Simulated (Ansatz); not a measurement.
The relaxation started from an entry of Materials Project.

One stationary structure of B$_{6}$As. Space group R-3m (No. 166). Level of theory: PBEsol (plane waves to 420 eV, PAW, scalar-relativistic; Ansatz, a program for electronic structure).

```cif
data_As6B36
_chemical_formula_sum 'B36 As6'
_space_group_name_H-M_alt 'R-3m :H'
_space_group_IT_number 166
_space_group_name_Hall '-R 3 2"'
_cell_length_a 6.12280
_cell_length_b 6.12280
_cell_length_c 11.84371
_cell_angle_alpha 90.000
_cell_angle_beta 90.000
_cell_angle_gamma 120.000
loop_
_atom_site_label
_atom_site_type_symbol
_atom_site_symmetry_multiplicity
_atom_site_Wyckoff_symbol
_atom_site_fract_x
_atom_site_fract_y
_atom_site_fract_z
_atom_site_occupancy
B1 B 18 h 0.20600 0.10300 0.11867 1
B2 B 18 h 0.15027 0.30054 0.02794 1
As1 As 6 c 0.00000 0.00000 0.39921 1
```
(The calculation used a cell of 14 atoms; values per cell refer to that cell.)

Predict the band gap from PBEsol.

2.62 eV, indirect (valence top at k = (0, 0, 0.1667), conduction bottom at L) (no spin-orbit coupling).

Predict the smallest direct gap from PBEsol.

2.65 eV at L.

No spin polarisation in the result.

The run could not lose the symmetry of its start.
